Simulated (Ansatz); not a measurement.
# LiTaO₂: relaxation step by step

The guess for LiTaO₂ was made by a generator: random cell by space group and Wyckoff sites (P6/mmm, No. 191). Lengths were set from tabulated atomic sizes, so they are only a guess.

```
CELL_PARAMETERS angstrom
3.39376 0.00000 0.00000
-1.69688 2.93909 0.00000
0.00000 0.00000 5.42987
ATOMIC_POSITIONS crystal
Li 0.00000 0.00000 0.00000
Ta 0.00000 0.00000 0.50000
O 0.00000 0.00000 0.26259
O 0.00000 0.00000 0.73741
```

All numbers below come from DFT PBE, scalar-relativistic, plane waves, PAW in Ansatz 0.2.0. Cutoff 420 eV, Gaussian smearing, Γ-centred meshes. Cell and atoms relax first on a coarse mesh and then on a finer one. In between, the cell is made exact in the group found at 0.06 Å. In metals the finer mesh still leaves noise of several meV/atom or more. The steps can't lower the symmetry of their start. No spin polarisation in the relaxation; trial moments died out in a coarse test.

Steps on the 6×6×4 mesh (4 atoms, 14 steps). The free energy counts from the last step; the plane-wave basis is renewed at times, which shifts energy and pressure.

| step | ΔF (meV/atom) | V (Å³/atom) | P (GPa) | largest force component (eV/Å) |
| --- | --- | --- | --- | --- |
| 1 | 8028.0 | 13.54 | 178.11 | 56.471 |
| 2 | 3593.5 | 14.18 | 128.62 | 30.006 |
| 3 | 1575.2 | 14.80 | 68.05 | 3.799 |
| 4 | 868.7 | 15.38 | 42.66 | 0.973 |
| 5 | 439.8 | 15.93 | 22.88 | 0.271 |
| 6 | 209.5 | 16.22 | 8.88 | 0.535 |
| 7 | 139.8 | 16.21 | 4.03 | 0.368 |
| 8 | 127.9 | 15.96 | -4.56 | 1.006 |
| 9 | 119.5 | 15.36 | 1.69 | 0.111 |
| 10 | 118.2 | 15.79 | 0.07 | 0.001 |
| 11 | 17.1 | 15.79 | 5.21 | 0.064 |
| 12 | 3.0 | 16.40 | 1.13 | 0.069 |
| 13 | 2.8 | 16.67 | 0.01 | 0.002 |
| 14 | 0.0 | 16.67 | 0.07 | 0.003 |

The relaxed structure, after a last relaxation on the converged mesh:

```
Li Ta O
1.0
     3.27136    0.00000    0.00000
    -1.63568    2.83308    0.00000
     0.00000    0.00000    7.22737
Li Ta O
1 1 2
Direct
  0.00000 0.00000 0.00000
  0.00000 0.00000 0.50000
  0.00000 0.00000 0.24431
  0.00000 0.00000 0.75569
```

The symmetry stays P6/mmm (No. 191). The volume per atom grows by 23.7 %, from 13.5 to 16.7 Å³. The shortest distance goes from 1.29 Å (Ta–O) to 1.77 Å (Li–O). The ratio c/a of the conventional cell changes by a factor of 1.38. The energy falls by about 8.0 eV/atom (the start's value is from the coarse mesh). Li has 2 O at 1.77 Å; Ta has 2 O at 1.85 Å; around O lie 1 Li at 1.77 Å and 1 Ta at 1.85 Å.

- Volume per atom: 16.75 Å³
- Density: 5.45 g/cm³
- Formation energy: −1.36 eV/atom
- Gap on the 18×18×6 mesh of the 4-atom cell: 0 eV (a metal)

Formation energies are uncorrected and refer to the elements' standard structures at the same level (O₂ as a molecule).

The last run used Gaussian smearing of 0.10 eV. These runs have no spin–orbit coupling, which can matter for Ta. A structure relaxed within its symmetry needn't be a true minimum. In all, the 3 runs took 100 s on 1 thread of Intel(R) Xeon(R) Platinum 8259CL CPU @ 2.50GHz (Skylake/Cascade Lake), with other jobs on the host. Another cell of LiTaO2 relaxed alike, in R-3m, lies 0.79 eV/atom lower, so this cell isn't the stable form at this level.
